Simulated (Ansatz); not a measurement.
P₂W:
```xyz
6
Lattice="4.2285 1.5739 0.0000 -4.2285 1.5739 0.0000 -3.6376 0.0000 6.5017" Properties=species:S:1:pos:R:3 pbc="T T T"
P     -3.1463     1.5739     0.1600
P     -0.4913     1.5739     6.3417
P     -3.0410     1.5739     3.9047
P     -0.5966     1.5739     2.5970
W      1.8266     1.5739     1.9103
W     -5.4642     1.5739     4.5914
```

This is the PBEsol-relaxed structure.

Problem. All from PBEsol (plane waves, PAW; program Ansatz), unless another level is named. Predict the electronic character.

Solution. metallic (no gap).

Problem. What about the formation energy from the elements (no fitted shifts)?

Solution. -0.48 eV/atom.

Problem. Predict the density of states at the Fermi level.

Solution. 0.24 states/eV per atom (mean over ±0.08 eV).

Problem. Next, the gap with spin–orbit coupling?

Solution. none (metallic).

Space group C2/m. The first step of the workflow began from a Materials Project structure, measured or hypothetical; the Crystallography Open Database files this formula in space group No. 12, but the cells were not matched. Whether it is the stable phase at ambient conditions was not checked. Symmetry was held in the PBEsol relaxation; whether a distortion lowers the energy is not shown. No spin polarisation was allowed. The references are the lowest solids computed at this level, not always the standard phases. Scalar-relativistic: spin–orbit coupling is off unless named, which matters more the heavier the elements.

Potentials: the earlier of the program's two PAW sets. The files were generated under PBE; for other functionals the program regenerates the frozen cores, and for LDA and PBEsol the local potential too.
